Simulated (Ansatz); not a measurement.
## Ansatz 0.2.0, single run: CaPd2S2

Run with:

```bash
ansatz run input.yaml --threads 1 --pin off --max-ram 2560MiB --backend cpu --events-out ev --progress --plain --runs-dir out
```

Input:

```yaml
crystal:
  lattice:
    - [2.00258945, 3.46858689, 0.0]
    - [-2.00258945, 3.46858689, 0.0]
    - [0.0, 0.0, 6.63090953]
  atoms:
    - { symbol: Pd, position: [0.3333, 0.3334, 0.37649] }
    - { symbol: Pd, position: [0.6667, 0.6666, 0.62351] }
    - { symbol: Ca, position: [0.0, 0.0, 0.0] }
    - { symbol: S, position: [0.3333, 0.3334, 0.7463] }
    - { symbol: S, position: [0.6667, 0.6666, 0.2537] }
  symmetry: { tolerance: 0.0003 }
kpoints:
  mp_grid: { grid: [5, 5, 3], shift: [0, 0, 0] }
magnetization:
  spin_polarized: false
scf:
  occupations: { method: gaussian, width: 0.0766 }
  lower_state_search: light
hamiltonian:
  pseudopotentials: { kind: paw }
  xc: r2scan
  hubbard:
    projectors: all-electron-ortho-atomic
    sites: [{ species: Pd, l: d, u_eff: 3.38 }]
basis:
  ecutwfc: 500
output:
  forces: true
  stress: true
  eigenvalues: true
  write_density: true
  write_potential: true
  elf: true
  volumetric_format: npy
```

Origin of the cell: a known structure type with other elements, at an estimated volume, so it need not be a known compound.

Output (shortened):

```
SCF iter   1: F=—  HF=-17618.046223 eV  Δρ=2.20e-1  dr2=1.39e2  dr2_τ=2.88e0
SCF iter   2: F=—  HF=-17607.931519 eV  Δρ=8.91e-2  dr2=6.16e0  dr2_τ=3.53e0  defer=15
SCF iter   3: F=—  HF=-17607.401192 eV  Δρ=2.88e-2  dr2=7.23e-1  dr2_τ=7.96e-2  defer=17
SCF iter   4: F=—  HF=-17607.333574 eV  Δρ=6.49e-3  dr2=2.32e-1  dr2_τ=9.76e-3  defer=17
SCF iter   5: F=—  HF=-17607.312884 eV  Δρ=5.18e-3  dr2=9.72e-2  dr2_τ=3.09e-3  defer=17
SCF iter   6: F=—  HF=-17607.296592 eV  Δρ=1.70e-3  dr2=1.17e-2  dr2_τ=1.90e-4  defer=17
SCF iter   7: F=—  HF=-17607.294400 eV  Δρ=7.39e-4  dr2=1.12e-3  dr2_τ=3.92e-5  defer=17
SCF iter   8: F=—  HF=-17607.294221 eV  Δρ=2.24e-4  dr2=1.25e-4  dr2_τ=3.50e-6  defer=17
SCF iter   9: F=—  HF=-17607.294199 eV  Δρ=6.75e-5  dr2=1.13e-5  dr2_τ=3.42e-7  defer=17
SCF iter  10: F=—  HF=-17607.294195 eV  Δρ=1.55e-5  dr2=2.86e-7  dr2_τ=5.30e-8  defer=17
SCF iter  11: F=-17607.294195 eV  HF=-17607.294195 eV  Δρ=5.37e-6  dr2=3.76e-8  dr2_τ=1.83e-9
SCF 1 converged in 11 iterations: F = -17607.294195 eV  dr2 = 3.76e-8
SCF converged after 11 iterations
Free energy (F): -17607.294195 eV
Harris-Foulkes:  -17607.294195 eV  (|F-HF|=1.31e-9)
Internal energy: -17607.273259 eV  (E = F + TS)
E sigma→0 (E₀):  -17607.283727 eV
Entropy (-TS):   -0.020936 eV (-4.187 meV/atom)
Fermi energy:    11.372609 eV
--- Per-component energies (eV) ---
  E_band       = -674.860520
  E_kinetic    = 1529.915406
  E_local      = -6659.619334  (includes V_loc(G=0)·N_el)
  E_nonlocal   = 558.265394
  E_hartree    = 2745.618788
  E_xc         = -642.094971
  E_vxc        = -850.326132  (∫ρ·V_xc dr)
  E_hubbard    = 1.859222  (on-site DFT+U / exact-exchange correction)
  E_vhub       = -28.083613  (the Hubbard potential's part of the band-sum identity)
  E_paw        = -9630.052701  (= ΣΔE_a)
  E_vpaw       = -771.327826  (= ΣTr[D̂ρ^β])
  E_aug_tail   = 0.000214  (compensation charges beyond the density's cutoff)
  E_vtau       = 55.083357  (kinetic-family band-sum trace: ∫τ·v_τ [+ j·A + Jᵃ·Aᵃ] dr)
  E_ewald      = -5509.820905
  E_core_change = -1.344372  (= ΣΔE_core)
  E_smearing   = -0.020936  (= −TS)
  Σ components = -17607.294195   (vs F -17607.294195, Δ=0.00e0)
--- Forces (eV/Å), atoms counted from 1 ---
  atom   1  Pd     0.000000     0.000000    -0.239063
  atom   2  Pd     0.000000    -0.000000     0.239063
  atom   3  Ca     0.000000     0.000000     0.000000
  atom   4  S      0.000000    -0.000000     0.623032
  atom   5  S      0.000000     0.000000    -0.623032
  max |Σ_I F_I| component: 2.31e-17 eV/Å
--- Stress (GPa, compression-positive) ---
        1.915636      -0.000000       0.000000
        0.000000       1.915636       0.000000
       -0.000000       0.000000       0.606025
  P = ⅓ Tr σ = 1.4791 GPa (14.791 kbar)
Occupation matrices written to <dir>
```

Caveats: the k mesh is coarse if the cell is a metal.

The run took 12 s on 1 thread of Arm Neoverse V2, with other jobs on the host, peak memory 0.62 GiB, from the program's own first density.
